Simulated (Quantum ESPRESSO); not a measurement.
Al3MgN3O, input and log of a self-consistent run

Computed values, not a measurement. The program is pw.x of Quantum ESPRESSO 7.5 (plane-wave density functional theory). The cell is made up: 8 atoms on a rocksalt lattice, with randomly drawn elements, strain and displacements, not relaxed. PseudoDojo standard norm-conserving files (v0.5 for PBE, v0.4.1 for LDA and PBEsol) set the functional; there is no spin polarisation, spin-orbit coupling or dispersion term, and the masses in the input are unused placeholders.

Input:

```
&control calculation='scf', pseudo_dir='./dojo.nc.sr.pbe.v0_5.standard.upf', outdir='./o', disk_io='low', tprnfor=.true., tstress=.true. /
&system ibrav=0, nat=8, ntyp=4, nbnd=26, ecutwfc=105.61755193, nosym=.true., tot_charge=0,
 occupations='smearing', smearing='fd', degauss=0.0018374661
/
&electrons conv_thr=7.350e-09, electron_maxstep=60, /
ATOMIC_SPECIES
Al 1.0 Al.upf
Mg 1.0 Mg.upf
N 1.0 N.upf
O 1.0 O.upf
CELL_PARAMETERS angstrom
4.1803 0.0 0.0
0.0 4.1803 0.0
0.0 0.0 4.1803
ATOMIC_POSITIONS angstrom
Al -0.0556 -0.0717 0.0923
Al -0.015 2.2086 2.2094
Mg 2.114 0.0396 2.1906
Al 2.1166 2.0181 -0.0031
N 2.1754 -0.0025 -0.0178
N 1.9823 2.1405 2.1274
N 4.1236 -0.0634 2.0415
O 4.1826 2.098 -0.0088
K_POINTS automatic
6 6 6 1 1 1
```

The log is shortened where brackets say so; the opening notice, blank lines, dates and the lines on written files are dropped, and the path of the files is cut. It prints rydbergs, bohrs and kilobars, and counts compression as positive stress. With no partly filled state, the Fermi energy that it prints is only some level between the filled and the empty states on the mesh, and need not lie in the true gap.

```
     Program PWSCF v.7.5
     Parallel version (MPI & OpenMP), running on       4 processor cores
     Number of MPI processes:                 4
     Threads/MPI process:                     1
     [start-up lines left out]
     bravais-lattice index     =            0
     lattice parameter (alat)  =       7.8996  a.u.
     unit-cell volume          =     492.9683 (a.u.)^3
     number of atoms/cell      =            8
     number of atomic types    =            4
     number of electrons       =        40.00
     number of Kohn-Sham states=           26
     kinetic-energy cutoff     =     105.6176  Ry
     charge density cutoff     =     422.4702  Ry
     scf convergence threshold =      7.3E-09
     mixing beta               =       0.7000
     number of iterations used =            8  plain     mixing
     Exchange-correlation= PBE
                           (   1   4   3   4   0   0   0)
     [axes and pseudopotential details left out]
   Cartesian axes
     site n.     atom                  positions (alat units)
         1        Al     tau(   1) = (  -0.0133005  -0.0171519   0.0220798  )
         2        Al     tau(   2) = (  -0.0035883   0.5283353   0.5285267  )
         3        Mg     tau(   3) = (   0.5057053   0.0094730   0.5240294  )
         4        Al     tau(   4) = (   0.5063273   0.4827644  -0.0007416  )
         5        N      tau(   5) = (   0.5203933  -0.0005980  -0.0042581  )
         6        N      tau(   6) = (   0.4742004   0.5120446   0.5089108  )
         7        N      tau(   7) = (   0.9864364  -0.0151664   0.4883621  )
         8        O      tau(   8) = (   1.0005502   0.5018779  -0.0021051  )
     number of k points=   108  Fermi-Dirac smearing, width (Ry)=  0.0018
     Number of k-points >= 100: set verbosity='high' to print them.
     Dense  grid:    72455 G-vectors     FFT dimensions: (  54,  54,  54)
     Estimated max dynamical RAM per process >     182.70 MB
     Estimated total dynamical RAM >     677.73 MB
     Initial potential from superposition of free atoms
     starting charge      39.9918, renormalised to      40.0000
     Starting wfcs are   33 randomized atomic wfcs
     total cpu time spent up to now is        2.6 secs
     per-process dynamical memory:   151.8 Mb
     Self-consistent Calculation
     iteration #  1     ecut=   105.62 Ry     beta= 0.70
     Davidson diagonalization with overlap
     ethr =  1.00E-02,  avg # of iterations =  4.6
     total cpu time spent up to now is        7.7 secs
     total energy              =    -227.71933888 Ry
     estimated scf accuracy    <       1.99667906 Ry
     iteration #  2     ecut=   105.62 Ry     beta= 0.70
     Davidson diagonalization with overlap
     ethr =  4.99E-03,  avg # of iterations =  2.6
     total cpu time spent up to now is       12.3 secs
     total energy              =    -228.29499613 Ry
     estimated scf accuracy    <       1.64983984 Ry
     iteration #  3     ecut=   105.62 Ry     beta= 0.70
     Davidson diagonalization with overlap
     ethr =  4.12E-03,  avg # of iterations =  2.0
     total cpu time spent up to now is       16.2 secs
     total energy              =    -228.57491593 Ry
     estimated scf accuracy    <       0.04397090 Ry
     iteration #  4     ecut=   105.62 Ry     beta= 0.70
     Davidson diagonalization with overlap
     ethr =  1.10E-04,  avg # of iterations =  5.9
     total cpu time spent up to now is       21.7 secs
     total energy              =    -228.59102923 Ry
     estimated scf accuracy    <       0.00512445 Ry
     iteration #  5     ecut=   105.62 Ry     beta= 0.70
     Davidson diagonalization with overlap
     ethr =  1.28E-05,  avg # of iterations =  7.0
     total cpu time spent up to now is       27.5 secs
     total energy              =    -228.59193631 Ry
     estimated scf accuracy    <       0.00244536 Ry
     [iterations 6 to 7 left out]
     iteration #  8     ecut=   105.62 Ry     beta= 0.70
     Davidson diagonalization with overlap
     ethr =  4.46E-08,  avg # of iterations =  3.6
     total cpu time spent up to now is       41.1 secs
     total energy              =    -228.59191573 Ry
     estimated scf accuracy    <       0.00001535 Ry
     iteration #  9     ecut=   105.62 Ry     beta= 0.70
     Davidson diagonalization with overlap
     ethr =  3.84E-08,  avg # of iterations =  2.0
     total cpu time spent up to now is       44.9 secs
     total energy              =    -228.59191648 Ry
     estimated scf accuracy    <       0.00000147 Ry
     iteration # 10     ecut=   105.62 Ry     beta= 0.70
     Davidson diagonalization with overlap
     ethr =  3.67E-09,  avg # of iterations =  2.7
     total cpu time spent up to now is       49.2 secs
     total energy              =    -228.59191695 Ry
     estimated scf accuracy    <       0.00000003 Ry
     iteration # 11     ecut=   105.62 Ry     beta= 0.70
     Davidson diagonalization with overlap
     ethr =  7.20E-11,  avg # of iterations =  4.0
     total cpu time spent up to now is       54.1 secs
     total energy              =    -228.59191696 Ry
     estimated scf accuracy    <       0.00000002 Ry
     iteration # 12     ecut=   105.62 Ry     beta= 0.70
     Davidson diagonalization with overlap
     ethr =  6.06E-11,  avg # of iterations =  2.0
     total cpu time spent up to now is       57.7 secs
     End of self-consistent calculation
     Number of k-points >= 100: set verbosity='high' to print the bands.
     the Fermi energy is    11.7533 ev
!    total energy              =    -228.59191695 Ry
     estimated scf accuracy    <          6.2E-09 Ry
     smearing contrib. (-TS)   =       0.00000000 Ry
     internal energy E=F+TS    =    -228.59191695 Ry
     The total energy is F=E-TS. E is the sum of the following terms:
     one-electron contribution =     -91.46872036 Ry
     hartree contribution      =      67.82698464 Ry
     xc contribution           =     -49.91883852 Ry
     ewald contribution        =    -155.03134271 Ry
     convergence has been achieved in  12 iterations
     Forces acting on atoms (cartesian axes, Ry/au):
     atom    1 type  1   force =     0.02219593    0.02107252   -0.00454332
     atom    2 type  1   force =     0.00806629   -0.03798263   -0.03162551
     atom    3 type  2   force =    -0.04019261   -0.00403511   -0.06192586
     atom    4 type  1   force =    -0.01987744    0.01473986    0.02115754
     atom    5 type  3   force =    -0.03585119    0.00603608    0.04817539
     atom    6 type  3   force =     0.03449561   -0.03156179   -0.00132147
     atom    7 type  3   force =     0.03926441    0.03576544    0.03105605
     atom    8 type  4   force =    -0.00810100   -0.00403437   -0.00097282
     Total force =     0.140323     Total SCF correction =     0.000024
     Computing stress (Cartesian axis) and pressure
          total   stress  (Ry/bohr**3)                   (kbar)     P=      -34.53
  -0.00030537  -0.00002041  -0.00000325          -44.92       -3.00       -0.48
  -0.00002041  -0.00024109   0.00002314           -3.00      -35.47        3.40
  -0.00000325   0.00002314  -0.00015766           -0.48        3.40      -23.19
     init_run     :      2.42s CPU      2.53s WALL (       1 calls)
     electrons    :     54.88s CPU     55.11s WALL (       1 calls)
     forces       :      0.74s CPU      0.75s WALL (       1 calls)
     stress       :      2.63s CPU      2.63s WALL (       1 calls)
     [timing details left out]
     PWSCF        :   1m 0.74s CPU   1m 1.11s WALL
     JOB DONE.
```

In other units: free energy -3110.151 eV for the cell, pressure -3.45 GPa, largest force component 1.592 eV/Å. This run is the check on a run of the same cell at 1143 eV and a 4 x 4 x 4 mesh: rerunning at 1437 eV and a 6 x 6 x 6 mesh moved values by no more than 0.004 eV in energy, 0.02 GPa in stress and 0.002 eV/Å in force.